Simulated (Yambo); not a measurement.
Yambo run on a free-standing MgI2 monolayer (symmetry P-3m1, slab cell 16.3 Å high). The wavefunctions are norm-conserving PBEsol (Quantum ESPRESSO, 84 Ry, with spin-orbit coupling) ones on a 6×6×1 mesh (24 occupied bands); a = b = 4.130 Å, c = 16.300 Å, α = β = 90.00°, γ = 120.00°.

Yambo input:

```
rim_cut
HF_and_locXC
RandQpts= 1000000
RandGvec= 2 Ry
CUTGeo= "slab z"
EXXRLvcs= 84 Ry
VXCRLvcs= 336 Ry
% QPkrange
 1 | 1 | 22 | 26 |
 4 | 4 | 24 | 25 |
 7 | 7 | 24 | 25 |
%
```

k points by index: 1 = Γ, 4 = M, 7 = K.

Resulting energies as the program prints them:

```
#    K-point    Band    Eo [eV]    Ehf [eV]    Vxc [eV]    Vnlxc [eV]
#
    1    22    -0.298954    -2.999603    -11.32216    -14.02281
    1    23    0.000000    -2.602347    -11.50858    -14.11093
    1    24    0.000000    -2.602346    -11.50858    -14.11093
    1    25    3.742482    7.656786    -8.514158    -4.599854
    1    26    3.742482    7.656786    -8.514158    -4.599854
    4    24    -0.620737    -3.500777    -11.04767    -13.92771
    4    25    3.258094    7.179906    -9.050589    -5.128776
    7    24    -1.044479    -4.118988    -10.83123    -13.90574
    7    25    4.089148    8.218654    -9.491371    -5.361866
```
Exchange alone, without screening.

Geometry relaxed with PBEsol.

This is a model layer cut from the bulk structure; whether it is stable on its own was not checked.
